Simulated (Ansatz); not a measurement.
# AlGa2Sb3: rattling a relaxed structure

It was reached by relaxing an invented guess, and it needn't be the stable form of this composition.

Level of theory: Ansatz, DFT PBE, scalar-relativistic, plane waves, PAW. Plane waves to 420 eV, a k mesh through Γ of 12×12×2 on the computed 12-atom cell and Gaussian smearing (0.10 eV); no spin polarisation.

The cell below (12 atoms, space group P6_3mc (No. 186)) is relaxed within its symmetry.

```xyz
12
Lattice="4.3826 0.0000 0.0000 -2.1913 3.7955 0.0000 0.0000 0.0000 21.6655" Properties=species:S:1:pos:R:3 pbc="T T T"
Al    2.1913    1.2652   18.0517
Al    0.0000    2.5303    7.2190
Ga    2.1913    1.2652    3.6131
Ga    2.1913    1.2652   10.8408
Ga    0.0000    2.5303    0.0081
Ga    0.0000    2.5303   14.4458
Sb    2.1913    1.2652    6.3136
Sb    2.1913    1.2652   13.5393
Sb    2.1913    1.2652   20.7604
Sb    0.0000    2.5303    2.7065
Sb    0.0000    2.5303    9.9276
Sb    0.0000    2.5303   17.1463
```

For the test it was strained at random (σ = 1.5 % a component), the atoms were moved at random (σ = 0.10 Å), and all was relaxed again on a coarse 6×6×1 mesh (in the run’s order of axes) with 0.20 eV smearing, with no symmetry imposed.

These runs have no spin–orbit coupling, which can matter for Sb.

Q: Does it come back?

A: It returns, within 1 meV/atom of the unmoved cell on that mesh and with the same symmetry when read at 0.1 Å. So it is stable against the distortions that fit this cell and that this random move excites. Modes that don't fit the cell aren't tested.
